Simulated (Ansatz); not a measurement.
# Computed energy over volume and axial ratio: SnO2 (rutile)

SnO$_{2}$ (rutile)

```
CELL_PARAMETERS angstrom
      4.76919     0.00000     0.00000
      0.00000     4.76919     0.00000
      0.00000     0.00000     3.21201
ATOMIC_POSITIONS crystal
  Sn 0.00000 0.00000 0.00000
  Sn 0.50000 0.50000 0.50000
  O  0.30628 0.30628 0.00000
  O  0.80628 0.19372 0.50000
  O  0.19372 0.80628 0.50000
  O  0.69372 0.69372 0.00000
```

Grid over V/V₀ and (c/a)/(c/a)₀, subscript 0 meaning the relaxed cell; the conventional c axis lies along z; no internal relaxation.

Computed with PBEsol (plane waves to 420 eV, PAW, scalar-relativistic; Ansatz, an electronic-structure program). k mesh 7×7×10 (Γ-centred), Fermi-Dirac smearing 0.05 eV. E stands for the smeared free energy. Stress and pressure are positive under compression. As the atoms are clamped, bonds stretch with the cell, which overstates energies and stresses. SnO2 was relaxed with its symmetry unable to fall. The zero of ΔE is the relaxed starting cell.

ΔE (meV/atom), with V/V₀ across and (c/a)/(c/a)₀ down:

```csv
(c/a)/(c/a)₀ \ V/V₀,0.960,0.973,0.987,1.000,1.013,1.027,1.040
0.920,67.6,55.2,46.3,40.4,37.4,37.1,39.3
0.947,38.7,28.3,21.1,17.1,15.8,17.1,20.9
0.973,21.0,12.2,6.7,4.0,4.2,6.9,12.0
1.000,13.2,5.7,1.4,0.0,1.3,5.1,11.2
1.027,13.8,7.4,4.1,3.6,5.9,10.5,17.5
1.053,22.0,16.3,13.7,14.0,16.9,22.2,29.7
1.080,36.5,31.4,29.3,30.0,33.3,39.0,46.9
```

σzz (GPa), with V/V₀ across and (c/a)/(c/a)₀ down:

```csv
(c/a)/(c/a)₀ \ V/V₀,0.960,0.973,0.987,1.000,1.013,1.027,1.040
0.920,30.5,25.8,21.5,17.5,13.8,10.3,7.0
0.947,23.2,18.8,14.7,11.0,7.5,4.2,1.2
0.973,16.6,12.5,8.7,5.2,1.9,-1.2,-4.0
1.000,10.8,6.9,3.3,0.0,-3.1,-5.9,-8.5
1.027,5.6,1.9,-1.4,-4.5,-7.4,-10.1,-12.5
1.053,1.0,-2.4,-5.6,-8.5,-11.2,-13.7,-15.9
1.080,-3.1,-6.3,-9.2,-11.9,-14.4,-16.7,-18.8
```

Summary:

* **Modulus against c/a change at fixed volume, (3/4V)·∂²E/∂(ln c/a)² (fit, atoms clamped)**: 107 GPa, an upper bound as the atoms could relax
* **Lowest place on the grid**: V/V₀ = 1.000, (c/a)/(c/a)₀ = 1.000 (0.0 meV/atom)
* **Highest place on the grid**: V/V₀ = 0.960, (c/a)/(c/a)₀ = 0.920 (67.6 meV/atom)

(Under strain, the slope of the energy per volume gives the stress and its curvature an elastic modulus.)
